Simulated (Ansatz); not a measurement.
Ba:
```cif
data_Ba2
_chemical_formula_sum 'Ba2'
_space_group_name_H-M_alt 'Im-3m'
_space_group_IT_number 229
_space_group_name_Hall '-I 4 2 3'
_cell_length_a 4.87680
_cell_length_b 4.87680
_cell_length_c 4.87680
_cell_angle_alpha 90.000
_cell_angle_beta 90.000
_cell_angle_gamma 90.000
loop_
_atom_site_label
_atom_site_type_symbol
_atom_site_symmetry_multiplicity
_atom_site_Wyckoff_symbol
_atom_site_fract_x
_atom_site_fract_y
_atom_site_fract_z
_atom_site_occupancy
Ba1 Ba 2 a 0.00000 0.00000 0.00000 1
```
(The calculation used a cell of 1 atom; values per cell refer to that cell.)

This is the PBEsol-relaxed structure.

### Question
All from PBEsol in the plane-wave PAW code Ansatz, unless another level is named. Give the Young's modulus.

### Answer
15.4 GPa.

### Question
What about the elastic constants (relaxed ions, GPa)?

### Answer
C11 = 12.7, C12 = 7.5, C44 = 11.2.

Symmetry was held in the PBEsol relaxation. As this level gives no gap, shear constants depend on the k-mesh and smearing (Fermi–Dirac, 0.1 eV here). Spin–orbit coupling is left out wherever it is not named.

Potentials: the later of the program's two PAW sets.
